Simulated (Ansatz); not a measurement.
HfB₂ in space group P6/mmm (No. 191; Hf on 1a, B on 2d) under volume change, plane-wave PAW PBEsol (Ansatz code), shape and atoms relaxed at each volume.

```csv
V (Å³/atom),E − E(relaxed) (meV/atom),P (GPa)
8.855,74.7,29.53
9.147,31.5,18.19
9.439,7.5,8.43
9.731,0.0,0.00
10.023,6.8,-7.27
10.315,25.9,-13.55
10.607,55.6,-18.97
```

Task: What does a third-order Birch–Murnaghan fit give for V₀, B₀ and B′?

Result: V₀ = 9.73 Å³/atom, B₀ = 260 GPa, B′ = 3.9.

The cell was relaxed with PBEsol under the symmetry of its start; of distortions, only those at the zone centre were tested. No spin polarisation was allowed. Spin–orbit coupling is left out wherever it is not named.

Potentials: the later of the program's two PAW sets.
